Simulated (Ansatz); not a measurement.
**Magnetic states of iron, simple cubic**

These are results of Ansatz, DFT, PBEsol, plane waves (420 eV) with PAW, scalar-relativistic, not measurements. The PAW files were generated under PBE, with cores re-solved for the functional.

Each start was relaxed and then solved on a dense mesh, with Fermi-Dirac smearing of 0.05 eV (0.1 eV in a metal without spin) extrapolated to zero. Rows within 2 meV/atom of each other tie.

Task: Where does each start end, and how do the energies compare? Starts: ferromagnetic; non-magnetic.

Result: 
```
        start                                 ends  ΔE (meV/atom)  V (Å³/atom)
ferromagnetic  ferromagnetic, net 2.30 μB per atom            0.0        12.63
 non-magnetic                    spin not included          215.8        11.19
```
